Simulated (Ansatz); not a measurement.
Total density of states per atom from DFT-r²SCAN in the program Ansatz with PAW potentials, in 0.25 eV bins, energy from the valence-band maximum:

| E (eV) | states/eV/atom |
|---|---|
| -7.85 | 0.29 |
| -7.60 | 0.19 |
| -7.35 | 0.21 |
| -7.10 | 0.31 |
| -6.85 | 0.26 |
| -6.60 | 0.25 |
| -6.35 | 0.27 |
| -6.10 | 0.30 |
| -5.85 | 0.31 |
| -5.60 | 0.30 |
| -5.35 | 0.31 |
| -5.10 | 0.36 |
| -4.85 | 0.36 |
| -4.60 | 0.38 |
| -4.35 | 0.41 |
| -4.10 | 0.42 |
| -3.85 | 0.40 |
| -3.60 | 0.49 |
| -3.35 | 0.54 |
| -3.10 | 0.59 |
| -2.85 | 0.44 |
| -2.60 | 0.38 |
| -2.35 | 0.34 |
| -2.10 | 0.27 |
| -1.85 | 0.23 |
| -1.60 | 0.18 |
| -1.35 | 0.15 |
| -1.10 | 0.12 |
| -0.85 | 0.10 |
| -0.60 | 0.07 |
| -0.35 | 0.05 |
| -0.10 | 0.02 |
| 0.15 | 0.00 |
| 0.40 | 0.00 |
| 0.65 | 0.00 |
| 0.90 | 0.00 |
| 1.15 | 0.00 |
| 1.40 | 0.00 |
| 1.65 | 0.00 |
| 1.90 | 0.00 |
| 2.15 | 0.00 |
| 2.40 | 0.00 |
| 2.65 | 0.00 |
| 2.90 | 0.00 |
| 3.15 | 0.00 |
| 3.40 | 0.00 |
| 3.65 | 0.00 |
| 3.90 | 0.00 |
| 4.15 | 0.00 |
| 4.40 | 0.00 |
| 4.65 | 0.00 |
| 4.90 | 0.00 |
| 5.15 | 0.00 |
| 5.40 | 0.00 |
| 5.65 | 0.00 |
| 5.90 | 0.00 |
| 6.15 | 0.01 |
| 6.40 | 0.02 |
| 6.65 | 0.02 |
| 6.90 | 0.03 |
| 7.15 | 0.08 |
| 7.40 | 0.20 |
| 7.65 | 0.32 |
| 7.90 | 0.31 |
| 8.15 | 0.28 |
| 8.40 | 0.30 |
| 8.65 | 0.34 |
| 8.90 | 0.34 |
| 9.15 | 0.26 |
| 9.40 | 0.27 |
| 9.65 | 0.35 |
| 9.90 | 0.36 |
| 10.15 | 0.29 |
| 10.40 | 0.18 |
| 10.65 | 0.17 |

Q: Which compound is it?
A. AlRu, R-3m (Al on 3a, Ru on 3b)
B. BN, wurtzite
C. SiO2, rutile
D. AlN, CsCl type

A: B, BN, wurtzite. Top 1 eV of the valence band: N 2p 85 %, B 2p 13 %. Bottom 1 eV of the conduction band: B 2p 54 %, N 2p 24 %, outside the projected shells 21 %. Projections are on Löwdin-orthogonalised atomic valence shells; empty p or d shells of many metals are not among them.

Space group P6_3mc (wurtzite). The r²SCAN relaxation kept the symmetry of its start.

Potentials: the later of the program's two PAW sets.
